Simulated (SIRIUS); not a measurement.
Set-up for a self-consistent single point of a model cell of TcB2 (Fddd, 6 atoms in the cell; prototype structure).

```xyz
6
Lattice="0.0000 3.5121 3.6325 2.0392 0.0000 3.6325 2.0392 3.5121 0.0000" Properties=species:S:1:pos:R:3 pbc="T T T"
B      2.0392     4.6605     3.6325
B      2.0392     2.3636     3.6325
B      3.0588     4.1197     5.4487
B      3.0588     6.4166     5.4487
Tc     0.0000     0.0000     0.0000
Tc     1.0196     1.7560     1.8162
```

Method: LDA (PW92), PseudoDojo 0.4 standard norm-conserving LDA (tails mended) pseudopotentials (plane waves; SIRIUS 7.12.0).

SIRIUS settings:

```
key                                                                                                           value
--------------------------------------  ---------------------------------------------------------------------------
parameters.ngridk                                                                                             4 4 4
parameters.xc_functionals                                                                   [XC_LDA_X, XC_LDA_C_PW]
parameters.gk_cutoff                                                                                   9.381 1/bohr
parameters.pw_cutoff                                                                                  18.762 1/bohr
parameters.shiftk                                                                                             1 1 1
parameters.smearing                                                                                        gaussian
parameters.smearing_width                                                                             0.00734986 Ha
potentials                              PseudoDojo 0.4 standard norm-conserving LDA (tails mended) pseudopotentials
parameters.electronic_structure_method                                                              pseudopotential
parameters.num_bands                                                                                             25
parameters.num_mag_dims                                                                                           0
parameters.num_dft_iter                                                                                         100
parameters.energy_tol                                                                                      1e-07 Ha
parameters.density_tol                                                                                        1e-06
mixer.type                                                                                                 anderson
mixer.beta                                                                                                      0.7
mixer.use_hartree                                                                                              true
```

Results:

- Number of valence electrons = 42
- Number of bands = 25
- Number of k-points after the program's reduction = 32
- Number of plane waves (most at a k-point) = 4914
- Number of SCF iterations = 19
- FFT grid = 60 × 50 × 48
- Free energy E − TS = -4943.5617 eV
- Fermi level (on the code's own zero) = 18.15 eV
- Pressure = 0.07 GPa
- Largest force (vector length) = 0.899 eV/Å

Forces (eV/Å):
```tsv
atom	Fx	Fy	Fz
B1	0.000	-0.899	0.000
B2	0.000	0.899	0.000
B3	0.000	0.899	0.000
B4	0.000	-0.899	0.000
Tc5	0.000	0.000	0.000
Tc6	0.000	0.000	0.000
```

Stress (GPa, positive for compression):
```
-3.71   0.00   0.00
 0.00   6.23   0.00
 0.00   0.00  -2.32
```

The starting geometry comes from a prototype or from typed values, not from a relaxation at this level; it need not be a known phase. No clean gap shows at this smearing width and mesh (spacing up to 0.50 Å⁻¹); the mesh is coarse for partly filled bands, so the values carry mesh errors.

Cost on one core: about 4 core-minutes (a rough figure).

“Tails mended”: in these copies of the files the far tail of each local potential was reset to the Coulomb form.
